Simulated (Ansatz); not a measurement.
Input:

CaO:
```
CaO
1.0
    3.98137     0.00000     0.00000
   -1.99068     3.44796     0.00000
    0.00000     0.00000     4.77083
Ca O
2 2
Direct
  0.33333   0.66667   0.75000
  0.66667   0.33333   0.25000
  0.66667   0.33333   0.75000
  0.33333   0.66667   0.25000
```

This is the r²SCAN-relaxed structure.

Problem. All from DFT-r²SCAN in the program Ansatz with PAW potentials, unless another level is named. Give the electron effective mass.

Solution. 0.40, 0.40, 0.57 mₑ (principal values).

Problem. Predict the formation energy from the elements (no fitted shifts).

Solution. -3.09 eV/atom.

Problem. Give the HSE06 gap on the r²SCAN cell.

Solution. 4.58 eV.

Problem. Next, the hole effective mass?

Solution. 0.38, 2.8, 2.8 mₑ (principal values).

Problem. What about the weight of the valence-edge state by species (Voronoi cells)?

Solution. O 96 %, Ca 4 %.

Problem. Next, the weight of the conduction-edge state by species (Voronoi cells)?

Solution. Ca 51 %, O 49 %.

Space group P6_3/mmc. The start of the workflow was typed in or built on a structure type; the Crystallography Open Database copy checked does not list it. It is not the phase usual at ambient conditions (space group No. 225). The cell was relaxed with r²SCAN under the symmetry of its start; its stability against distortions is not shown here. The references are the lowest solids computed at this level, not always the standard phases (solids in place of the gases).

Potentials: the earlier of the program's two PAW sets.
